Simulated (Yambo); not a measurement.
Yambo run on AlP (zinc blende, space group F-43m, No. 216). The wavefunctions are PBEsol (Quantum ESPRESSO, PseudoDojo norm-conserving, 44 Ry, without SOC) ones on a 4×4×4 mesh (4 occupied bands); a = b = c = 3.8677 Å, α = β = γ = 60.00°.

Yambo input:

```
rim_cut
gw0
dyson
el_el_corr
HF_and_locXC
cohsex
em1s
RandQpts= 1000000
RandGvec= 1 Ry
EXXRLvcs= 44 Ry
VXCRLvcs= 176 Ry
Chimod= "HARTREE"
% BndsRnXs
 1 | 148 |
%
NGsBlkXs= 14 Ry
% LongDrXs
 1.0 | 1.0 | 1.0 |
%
ExtendOut
% QPkrange
 1 | 1 | 4 | 5 |
 7 | 7 | 5 | 5 |
%
```

k points by index: 1 = Γ, 7 = X.

Resulting energies as the program prints them:

```
#    K-point    Band    Eo [eV]    E [eV]    E-Eo [eV]    Vxc [eV]    Vnlxc [eV]    Sc|Eo [eV]    Re(Z)    Im(Z)
#
    1    4    0.000000    -3.447526    -3.447526    -11.78204    -14.04728    -1.182287    1.000000    0.000000
    1    5    3.128636    1.374563    -1.754073    -10.08788    -5.570974    -6.270984    1.000000    0.000000
    7    5    1.445723    -0.058419    -1.504142    -8.395358    -4.564705    -5.334796    1.000000    0.000000
```
(The two width columns are left out.) Convergence of these settings isn't established.

Geometry relaxed with PBEsol.
